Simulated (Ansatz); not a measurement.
C in space group Imma (No. 74; C on 8g, C on 8h) under volume change, PBE (plane waves, PAW; program Ansatz), shape and atoms relaxed at each volume.

```
V (Å³/atom)  E − E(relaxed) (meV/atom)  P (GPa)
-----------  -------------------------  -------
7.183                             30.4    15.04
7.420                             12.6     9.10
7.657                              3.0     4.13
7.893                              0.0     0.00
8.130                              [?]      [?]
8.367                              9.8    -6.28
8.604                              [?]      [?]
```

Question: What belongs in the gaps?

Answer: 
- 8.130, E − E(relaxed) (meV/atom): 2.6
- 8.130, P (GPa): -3.42
- 8.604, E − E(relaxed) (meV/atom): 20.9
- 8.604, P (GPa): -8.71

Question: What does a third-order Birch–Murnaghan fit give for V₀, B₀ and B′?

Answer: V₀ = 7.89 Å³/atom, B₀ = 125 GPa, B′ = 5.1.

The start of the workflow was typed in or built on a structure type; neither database checked (COD, Materials Project) lists it. It is not the phase usual at ambient conditions (space group No. 194, 227). The PBE relaxation kept the symmetry of its start; its stability against distortions is not shown here.

Potentials: the earlier of the program's two PAW sets.
